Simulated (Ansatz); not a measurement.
In DFT-LDA in the program Ansatz with PAW potentials, C in the fcc (Cu type) structure (Fm-3m) relaxes to a = 3.011 Å.

Electronic character: metallic (no gap).

The bulk modulus is 177 GPa. The relaxed-ion elastic constants in GPa are C11 = -96.8, C12 = 322, C44 = -130.

The start of the workflow was typed in or built on a structure type; neither database checked (COD, Materials Project) lists it. It is not the phase usual at ambient conditions (space group No. 194, 227). The cell was relaxed with LDA under the symmetry of its start. At this level the phase is mechanically unstable. The volume moved by -40 % from the start of the relaxation. As this level gives no gap, shear constants depend on the k-mesh and smearing (Fermi–Dirac, 0.1 eV here). On the denser mesh and wider smearing of the elastic run this cell carries a stress of 1.0 GPa.

Potentials: the earlier of the program's two PAW sets. The files were generated under PBE; for other functionals the program regenerates the frozen cores, and for LDA and PBEsol the local potential too.
